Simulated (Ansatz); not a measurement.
Fe:
```
CELL_PARAMETERS angstrom
      0.00000     2.43643     2.43643
      2.43643     0.00000     2.43643
      2.43643     2.43643     0.00000
ATOMIC_POSITIONS crystal
  Fe 0.00000 0.00000 0.00000
  Fe 0.25000 0.25000 0.25000
```

Relaxed with PBE. Special points in fractions of this cell's reciprocal vectors: Γ (0.000, 0.000, 0.000); X (0.500, 0.000, 0.500); U (0.625, 0.250, 0.625); K (0.375, 0.375, 0.750); L (0.500, 0.500, 0.500); W (0.500, 0.250, 0.750).

Q: List the band energies nearest the Fermi level at these points for plane-wave PAW PBE (Ansatz code).

A: In eV from the Fermi level; about four levels below and three above (degenerate sets whole), none deeper than 8.9 eV; … stands for higher levels left out; points with the same levels are listed once.

```csv
k,below,above
Γ,-2.45 -2.45 -2.45 -0.39 -0.39 -0.39,1.26 1.26 …
X,-1.40 -1.40 -0.73 -0.73,1.21 1.21 2.73 2.73
U,-1.64 -1.09 -1.08 -0.79,1.32 1.45 2.23
L,-2.61 -2.61 -2.47 -2.47 -1.11,0.18 0.18 1.01 1.01
W,-1.46 -1.46 -1.03 -1.03,1.47 1.47 3.26 3.26
```

Space group Fd-3m (diamond). The start of the workflow was typed in or built on a structure type; neither database checked (COD, Materials Project) lists it. It is not the phase usual at ambient conditions (space group No. 229). The PBE relaxation kept the symmetry of its start; its stability against distortions is not shown here. The workflow began spin-polarised and lost its moments. The volume moved by -23 % from the start of the relaxation.

Potentials: the later of the program's two PAW sets.
